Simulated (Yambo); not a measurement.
G0W0@LDA for Ba2ScNbO6 (space group Fm-3m, No. 225) in Yambo. Reference settings: 2×2×2 Γ-centred k mesh, bands 3 to 219 and a 7 Ry block in the screening, 219 bands in G with the Bruneval-Gonze terminator, plasmon pole fitted at 27.2 eV. The LDA gap Γ → Γ on this mesh is 2.62 eV; G0W0 gaps are taken between the same points.

Gap (Γ → Γ) in eV against the number of bands and the screening block, terminator on:

```csv
bands (W and G),2 Ry,3 Ry,4 Ry,6 Ry,7 Ry
66,5.078,4.944,4.770,4.722,4.712
91,4.833,4.702,4.558,4.521,4.519
129,4.663,4.540,4.413,4.400,4.406
174,4.589,4.462,4.333,4.324,4.329
219,4.572,4.438,4.302,4.297,4.309
```

Rough cost of the Yambo step against the reference (shared machines):

```csv
bands (W and G),2 Ry,3 Ry,4 Ry,6 Ry,7 Ry
66,1/4,1/4,1/4,1/3,1/3
91,1/3,1/3,1/3,1/2,1/2
129,1/2,1/2,1/2,~1,~1
174,~1,~1,~1,~1,~1
219,~1,~1,~1,~1,1
```

At the largest block the last step in bands moves the gap by -0.020 eV; at the most bands the last step in the block moves it by 0.012 eV.

Spin-orbit splittings are left out.

Geometry of the Materials Project entry, not relaxed at this level; primitive cell a = b = c = 5.861 Å, α = β = γ = 60.00°.

The structure is a Materials Project entry; no match was found in the copy of COD used, and its stability was not checked.
